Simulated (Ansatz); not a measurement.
Trial structure of MgS5, not yet relaxed:

```cif
data_structure
_symmetry_space_group_name_H-M 'P6/mmm'
_symmetry_Int_Tables_number 191
_cell_length_a 4.9190
_cell_length_b 4.9190
_cell_length_c 6.6773
_cell_angle_alpha 90.000
_cell_angle_beta 90.000
_cell_angle_gamma 120.000
_cell_volume 139.92
loop_
_atom_site_label
_atom_site_type_symbol
_atom_site_symmetry_multiplicity
_atom_site_Wyckoff_symbol
_atom_site_fract_x
_atom_site_fract_y
_atom_site_fract_z
_atom_site_occupancy
Mg1 Mg 1 b 0.00000 0.00000 0.50000 1
S1 S 4 h 0.66667 0.33333 0.79599 1
S2 S 1 a 0.00000 0.00000 0.00000 1
```

The calculation used DFT PBE, scalar-relativistic, plane waves, PAW (Ansatz 0.2.0). Settings: cutoff 420 eV, Γ-centred mesh 6×6×4 on the computed 6-atom cell, Gaussian smearing of 0.10 eV; no spin polarisation.

Formation energies are uncorrected and refer to the elements' standard structures at the same level.

Question: How far from equilibrium is it?

Answer: The pressure is -9.2 GPa (the mean over three directions, positive in compression), the largest force is 0.44 eV/Å, and the energy is +0.92 eV/atom against the elements. The shortest distance is 2.72 Å.

Question: Is it a good guess?

Answer: A rough one: relaxing gains about 0.87 eV/atom (the start's value is from the coarse mesh, so the gain is rough) in 26 ionic steps and ends at +0.04 eV/atom on the finer mesh. The symmetry stays P6/mmm (No. 191). The volume per atom shrinks by 13.0 %, from 23.3 to 20.3 Å³. The shortest distance goes from 2.72 Å (S–S) to 1.94 Å (S–S). The ratio c/a of the conventional cell changes by a factor of 0.68. Conventional cell: a = 5.339 Å, c = 4.930 Å. Mg has 2 S at 2.47 Å and 12 S at 3.23 Å; around S on a site of symmetry 3m lie 1 S at 1.94 Å, 4 S at 2.99–3.08 Å and 3 Mg at 3.23 Å; S on a site of symmetry 6/mmm has 2 Mg at 2.47 Å.

The last run used a 12×12×8 mesh (in the run's order of axes) for its 6-atom cell and Gaussian smearing of 0.10 eV. No dispersion correction is applied, so the spacing and binding between layers, chains or molecules are poorly described. The reference form of S is held partly by dispersion forces, which this level lacks. The relaxation can't lower the symmetry of the start, and the grade says only how near the guess is to its own end. Symmetry constrained the relaxation, so the result can be a saddle point.
